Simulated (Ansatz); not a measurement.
Crystals of one structure type (zinc blende) and one family of elements, relaxed and computed with PBEsol (plane waves, PAW; program Ansatz).

```
crystal  gap (eV)    ε∞
-------  --------  ----
BAs          1.08  9.87
BP           1.11     ?
AlAs         1.34  9.51
GaP          1.45  10.6
AlN          3.19  4.65
BN           4.29  4.63
```

Question: Fit a straight line to ln ε∞ against ln E_g and predict the withheld value.

Answer: Least squares on the 5 shown rows: ln ε∞ = -0.67 × ln E_g + (2.444), with a scatter of 11.5 %. For BP this gives 10.7. The run itself gave 9.30, a miss of 15.1 % of that.

All cells were relaxed under the symmetry of their starts (and spin orders); stability against distortions was not tested throughout. Spin–orbit coupling is left out wherever it is not named.

Potentials: the earlier of the program's two PAW sets. The files were generated under PBE; for other functionals the program regenerates the frozen cores, and for LDA and PBEsol the local potential too.
